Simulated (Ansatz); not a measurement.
GeSb$_{4}$Te$_{4}$: work and stress of cleavage

These are results of DFT PBE, scalar-relativistic, plane waves, PAW in Ansatz, not measurements. Cutoff 420 eV, Γ-centred 9×9×2 k-points, Gaussian smearing of 0.03 eV. No spin polarisation. Energies are free energies at this smearing, counted from the undisturbed cell; pressure is positive in compression.

Zero of the scan (relaxed at this level; it needn't be the usual structure):

```
CELL_PARAMETERS angstrom
-4.32998 0.00000 0.00000
-2.16499 -3.74988 0.00000
0.00000 0.00000 17.64861
ATOMIC_POSITIONS crystal
Ge 0.00000 0.00000 0.38095
Sb 0.33333 0.33333 0.92505
Sb 0.66667 0.66667 0.83685
Sb 0.66667 0.66667 0.17172
Sb 0.33333 0.33333 0.59018
Te 0.33333 0.33333 0.28547
Te 0.66667 0.66667 0.47643
Te 0.00000 0.00000 0.07492
Te 0.00000 0.00000 0.68698
```

The cut lies on the cell's a–b face, a (0 0 1) plane (indices in the standard cell, whose axes needn't be the Cartesian ones shown) of area 16.24 Å², between layers 2.64 Å apart. Vector c is lengthened by d along the normal with the atoms' Cartesian places fixed: one unrelaxed cut a cell. The traction is positive where the two halves pull on each other.

```
d (Å) energy (J/m²) traction (GPa)
-0.30          0.027          -2.136
-0.15          0.005          -0.798
 0.00          0.000           0.014
 0.25          0.010           0.636
 0.50          0.028           0.783
 0.75          0.047           0.734
 1.00          0.064           0.616
 1.50          0.088           0.343
 2.00          0.101           0.189
 3.00          0.112           0.062
 4.50          0.117           0.012
 6.00          0.117           0.001
```

Task: What are the work of separation and the cleavage stress, and do they fit the universal binding curve?

Result: The energy levels off near W ≈ 0.117 J/m² (the traction is down to 0.001 GPa), the energy of the two unrelaxed faces, 0.059 J/m² each on average. The largest sampled traction is 0.783 GPa at d = 0.50 Å, and a parabola through it and its two neighbours peaks at σ_max ≈ 0.789 GPa, d ≈ 0.56 Å. The curve E = W[1 − (1 + d/ℓ)exp(−d/ℓ)] peaks in traction at d = ℓ with σ_max = W/(eℓ); with 1 J/m² per Å = 10 GPa this W and σ_max give ℓ = 0.55 Å. A parabola through that curve at the same three d peaks at 0.58 Å, against 0.56 Å here, a fair fit. The cut parts unlike faces (Sb and Te); in an ionic crystal that makes them polar, and the energy then depends on the thickness of the slab. Real crystals break at far lower stress, because cracks concentrate it, and on the plane of lowest W, which needn't be this one.

The cut is rigid; relaxing the faces lowers these energies and usually the stresses.

Cost: 12 runs of about 4.4 core-minutes in all, on AMD EPYC 9R45 (Zen 5) (shared hosts).